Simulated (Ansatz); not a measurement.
# Notes on Cs2As3

```xyz
10
Lattice="-5.1192 0.0000 4.8450 5.1192 0.0000 4.8450 0.0000 7.6998 4.8450" Properties=species:S:1:pos:R:3 pbc="T T T"
Cs   -2.5596    3.8499    7.2676
Cs    2.5596    3.8499    7.2676
As    0.0000    1.0965    1.8973
As    0.0000    6.6034    6.7424
As    0.0000    6.6034   12.6378
As    0.0000    1.0965    7.7928
As    0.0000    2.2098    9.6901
As    0.0000    5.4900    4.8450
Cs   -2.1733    0.0000    4.8450
Cs    2.1733    0.0000    4.8450
```

Level: r2SCAN, no spin polarisation; 500 eV; 4×4×4 Γ-centred mesh; fermi-dirac occupations (width 0.1 eV); Ansatz 0.2.0, fixed geometry.

(1) Which atom feels the largest force, and which way?

(2) Metal or insulator? Give the gap.

(3) What do density and ELF say about some of the short contacts?

(4) Give the Bader charges.

(5) Is it stable against the elements?

Origin: a known structure type with other elements, at an estimated volume, so it need not be a known compound. Caveats: atoms or cell far from equilibrium.

## Answers

(1) The largest is on As7 (and as large on other atoms): 2.85 eV/Å, components (0.00, 2.85, 0.00). It makes 120° with the line to a nearest neighbour, As3 at 2.20 Å.

(2) The gap is 0.94 eV, direct at the points sampled.

(3) As–As at 2.19 Å: least valence density 0.80 e/Å³ and ELF 0.71 there, a shared, covalent-like contact. Cs–As at 3.67 Å: least valence density 0.07 e/Å³ and ELF 0.05 there, a closed-shell (ionic or weak) contact. Both are smooth PAW fields, read partly inside the augmentation spheres.

(4) Bader charges in e: Cs +0.75, As -0.50. In the mean Cs gives up most and As takes most.

(5) -0.45 eV an atom against the elements' usual phases (free molecules for gases, crystals otherwise, with no correction for O₂ or N₂), so it is bound against them; other compounds may still compete. Relaxing would lower it.
